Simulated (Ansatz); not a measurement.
A distorted cell of AlNi$_{3}$ (Cu3Au type):

```xyz
4
Lattice="3.5125 0.0000 0.0000 0.0000 3.5125 0.0000 0.0000 0.0000 3.5125" Properties=species:S:1:pos:R:3 pbc="T T T"
Al     0.0000     0.0000     0.0000
Ni     0.0000     1.7563     1.7563
Ni     1.7563     0.0000     1.7563
Ni     1.7563     1.7563     0.0000
```

Calculation: PBE (plane waves to 420 eV, PAW, scalar-relativistic; Ansatz, a quantum-chemistry and plane-wave program). k mesh 13×13×13 (Γ-centred), Fermi-Dirac smearing 0.05 eV. The energy includes the smearing's −TS. Compression counts positive. AlNi3 was relaxed with its symmetry unable to fall. Relaxed AlNi3 ends ferromagnetic. The magnetic order is the one the run started from; other orders were not tried.

What is the stress tensor (GPa)?


```
    9.3      0.0      0.0
    0.0      9.3      0.0
    0.0      0.0      9.3
```
The pressure, a third of the trace, is 9.3 GPa.

It is the relaxed cell scaled evenly to V/V₀ = 0.955, atoms relaxed where free. What is its energy relative to the relaxed cell?

14 meV/atom.

(A scan under strain: stresses follow from slopes of the energy per volume, elastic moduli from its curvatures.)
